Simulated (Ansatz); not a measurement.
Relaxed-ion elastic tensor of Cs2Se (anti-fluorite, space group No. 225) in GPa (Voigt order), LDA in the plane-wave PAW code Ansatz; density 4.27 g/cm³, 44.70 Å³ per atom.

|  | 1 | 2 | 3 | 4 | 5 | 6 |
|---|---|---|---|---|---|---|
| 1 | 24.9 | 12.0 | 12.0 | 0.0 | 0.0 | 0.0 |
| 2 | 12.0 | 24.9 | 12.0 | 0.0 | 0.0 | 0.0 |
| 3 | 12.0 | 12.0 | 24.9 | 0.0 | 0.0 | 0.0 |
| 4 | 0.0 | 0.0 | 0.0 | 4.5 | 0.0 | 0.0 |
| 5 | 0.0 | 0.0 | 0.0 | 0.0 | 4.5 | 0.0 |
| 6 | 0.0 | 0.0 | 0.0 | 0.0 | 0.0 | 4.5 |

Q: Is the crystal mechanically stable?

A: Yes: the smallest eigenvalue of C is 4.5 GPa.

Q: Work out the Voigt, Reuss and Hill averages.

A: K_V = 16.3, K_R = 16.3, K_H = 16.3; G_V = 5.3, G_R = 5.1, G_H = 5.2 GPa.

Q: Give Young's modulus, Poisson's ratio, Pugh's ratio and the universal anisotropy index.

A: E = 9KG/(3K + G) = 14.2 GPa; ν = 0.36; K/G = 3.12 (ductile by the Pugh limit of 1.75); A_U = 5G_V/G_R + K_V/K_R − 6 = 0.15.

Q: Estimate the sound speeds and the Debye temperature.

A: v_l = √((K + 4G/3)/ρ) = 2330 m/s, v_t = √(G/ρ) = 1110 m/s, mean 1240 m/s; Θ = (h/k)(3n/4πV)^(1/3) v_m = 104 K.

Q: Give the Zener ratio and Young's modulus along [100], [110] and [111].

A: A = 2C44/(C11 − C12) = 0.70; 1/E = S11 − 2(S11 − S12 − S44/2)Γ with Γ = 0, 1/4, 1/3 gives 17.2, 13.4, 12.4 GPa.

Q: Solve the Christoffel equation for the three sound speeds along [100], [110], [111].

A: Eigenvalues of C_ijkl n_j n_l equal ρv². In km/s, slowest first: [100] 1.03, 1.03, 2.42; [110] 1.03, 1.23, 2.32; [111] 1.17, 1.17, 2.29.

Space group Fm-3m (anti-fluorite). The first step of the workflow began from a Materials Project structure, measured or hypothetical; the Crystallography Open Database copy checked does not list it. Its standing as an ambient phase is unchecked. The LDA relaxation kept the symmetry of its start; phonons on a q-mesh show no instability. Spin–orbit coupling is left out wherever it is not named.

Potentials: the later of the program's two PAW sets.
